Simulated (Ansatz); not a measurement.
Consider the following.

NiSi₂ (fluorite type, space group Fm-3m)

Space group Fm-3m (No. 225); a = b = c = 5.4441 Å, α = β = γ = 90.00°

| atom | site | symmetry | x | y | z |
|---|---|---|---|---|---|
| Ni | 4a | m-3m | 0.0000 | 0.0000 | 0.0000 |
| Si | 8c | -43m | 0.2500 | 0.2500 | 0.2500 |
(The calculation used a cell of 3 atoms; values per cell refer to that cell.)

This relaxed cell (volume V₀) is scaled evenly in all directions, its shape held. Symmetry pins the atoms to their sites.

Computed with PBE (plane waves to 420 eV, PAW, scalar-relativistic; Ansatz, a first-principles code). k mesh 15×15×15 (Γ-centred), Fermi-Dirac smearing 0.05 eV. Energies are smeared free energies. Stress and pressure are positive under compression. NiSi2 is run without spin polarisation. NiSi2 was relaxed with its symmetry unable to fall. The PAW data are Ansatz's earlier set. ΔE is measured from the relaxed starting cell.

The scan covers V/V₀ from 0.940 to 1.060 in 9 points.

What bulk modulus B₀ follows from a third-order Birch-Murnaghan fit?

146 GPa.

What is the fitted pressure derivative B₀′?

5.0.

(A scan under strain: stresses follow from slopes of the energy per volume, elastic moduli from its curvatures.)
